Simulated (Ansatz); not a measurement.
CdAg, one cell by several methods

```
Cd Ag
1.0
     3.33000    0.00000    0.00000
     0.00000    3.33000    0.00000
     0.00000    0.00000    3.33000
Cd Ag
1 1
Direct
  0.50000 0.50000 0.50000
  0.00000 0.00000 0.00000
```

Atom numbers follow the list: Cd1, Ag2.

The cell is COD entry 9008796, as deposited and not checked against the literature; nothing was relaxed.

Methods: DFT, PBEsol, PAW with Ansatz's default frozen-core files, scalar-relativistic (Ansatz 0.2.0); DFT, PBEsol, all-electron PAW with datasets made for the crystal, scalar-relativistic (Ansatz 0.2.0); DFT, PBEsol, all-electron LAPW, scalar-relativistic (Ansatz 0.2.0).

For PAW: a Γ-centred 12×12×12 k mesh, Fermi–Dirac smearing of 0.05 eV, cutoff 420 eV, no spin polarisation; the PAW files were made with PBE, and the program remakes their frozen cores for this functional. The crystal-made all-electron datasets (AE datasets) take a cutoff of 260 eV at this cell. LAPW targets a basis error of 0.25 meV/atom. The Ansatz runs share mesh, smearing and spin set-up. Plane-wave (PAW) pressures include the program's estimate of the Pulay term.

Stress and pressure are positive in compression.

Levels count from the Fermi level.

```csv
quantity,PAW,AE datasets,LAPW
pressure (GPa),-1.67,-1.69,-1.69
highest filled level at Γ (eV),-4.236,-4.236,-4.236
lowest empty level at Γ (eV),5.005,5.002,5.002
highest filled level at X (eV),-2.821,-2.821,-2.821
lowest empty level at X (eV),10.311,10.313,10.313
```

PAW's pressure differs from the LAPW value by +0.02 GPa. Datasets made for the crystal and LAPW share parts of one code, so their agreement isn't an independent check.
